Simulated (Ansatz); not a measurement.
The relaxed structure here is a generated cell of SnSe: the first start was made by placing the elements on the sites of a structure type, and the end was not matched to a known phase here, so it may be hypothetical. Known forms of SnSe include space group No. 62.

One stationary structure of SnSe. Space group P6₃mc (No. 186). The numbers are results of PBE (plane waves to 420 eV, PAW, scalar-relativistic; Ansatz, a program for electronic structure), not measurements.

Space group P6₃mc (No. 186); a = b = 4.1211 Å, c = 8.1896 Å, α = β = 90.00°, γ = 120.00°

```json
[
 {"atom": "Se", "site": "2b", "symmetry": "3m.", "x": "0.3333", "y": "0.6667", "z": "0.3807"},
 {"atom": "Sn", "site": "2a", "symmetry": "3m.", "x": "0.0000", "y": "0.0000", "z": "0.0693"}
]
```

```yaml
volume_per_atom: 30.11 Å³
band_gap: no gap (metallic)
shortest_distances: Se–Sn 2.84 Å
k-mesh: 13×13×6
```

Band energies at high-symmetry points (eV from the Fermi level; labels of this space group; no spin-orbit coupling), from −5 eV up to 2.4 eV:

| point | energies |
|---|---|
| Γ | -2.80 -2.03 -2.03 -1.86 -1.86 -0.24 1.00 |
| M | -4.47 -4.32 -3.19 -2.47 -1.85 -1.17 -0.16 1.80 1.96 |
| K | -4.27 -4.27 -3.64 -3.52 -3.52 -0.23 1.89 1.89 |
| A | -1.94 -1.94 -1.94 -1.94 -1.50 -1.50 1.94 1.94 |
| L | -3.76 -3.76 -2.87 -2.87 -2.55 -2.55 1.48 1.48 |
| H | -4.58 -4.58 -2.90 -2.90 -2.12 -2.12 0.39 0.39 |

No spin polarisation in the result.

The run could not lose the symmetry of its start, so the end can be a saddle point.
